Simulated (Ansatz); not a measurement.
Relaxed candidate structures of ZnCu$_{2}$SnS$_{4}$:

A. P2 (No. 3), mP8; a = 5.215 Å, b = 5.714 Å, c = 6.883 Å, α = 90.00°, β = 105.71°, γ = 90.00°; Cu 1a (0.000, 0.443, 0.000); Cu 1c (0.500, 0.481, 0.000); S 2e (0.330, 0.876, 0.376); S 2e (0.163, 0.426, 0.748); Sn 1d (0.500, 0.308, 0.500); Zn 1b (0.000, 0.712, 0.500)

B. P1 (No. 1), aP8; a = 3.840 Å, b = 6.322 Å, c = 7.616 Å, α = 66.01°, β = 81.17°, γ = 81.55°; Cu 1a (0.547, 0.931, 0.561); Cu 1a (0.473, 0.109, 0.199); S 1a (0.848, 0.041, 0.923); S 1a (0.579, 0.739, 0.367); S 1a (0.385, 0.480, 0.043); S 1a (0.998, 0.030, 0.642); Sn 1a (0.975, 0.502, 0.785); Zn 1a (0.140, 0.750, 0.177)

C. I-4 (No. 82), tI16; a = 5.3748 Å, b = 5.3748 Å, c = 10.7511 Å, α = 90.00°, β = 90.00°, γ = 90.00°; Cu 2a (0.000, 0.000, 0.000); Cu 2c (0.000, 0.500, 0.250); Zn 2d (0.500, 0.000, 0.250); Sn 2b (0.000, 0.000, 0.500); S 8g (0.260, 0.269, 0.370)

D. P3m1 (No. 156), hP8; a = b = 6.882 Å, c = 5.674 Å, α = β = 90.00°, γ = 120.00°; Cu 1a (0.000, 0.000, 0.574); Cu 1c (0.667, 0.333, 0.325); S 1b (0.333, 0.667, 0.279); S 3d (0.149, 0.298, 0.324); Sn 1a (0.000, 0.000, 0.008); Zn 1b (0.333, 0.667, 0.769)

Task: Rank these by energy per atom (lowest first), as PBEsol (plane waves to 420 eV, PAW, scalar-relativistic; Ansatz, a program for electronic structure) gives it.

Result: C (reference), B (+0.217 eV/atom), A (+0.308 eV/atom), D (+1.11 eV/atom)

Probably no minimum, since a slightly shaken restart fell lower: P3m1, hP8 (by 0.89 eV/atom, to P1). Each run could gain symmetry but not lose that of its start, so entries can be saddle points. From databases, or of a type measured for this composition: I-4, tI16; the others are generated cells (placed on structure types, drawn at random, substituted or restacked) that were not matched to a known phase here. Energies are at zero temperature and pressure, without zero-point motion. No spin polarisation in the result.
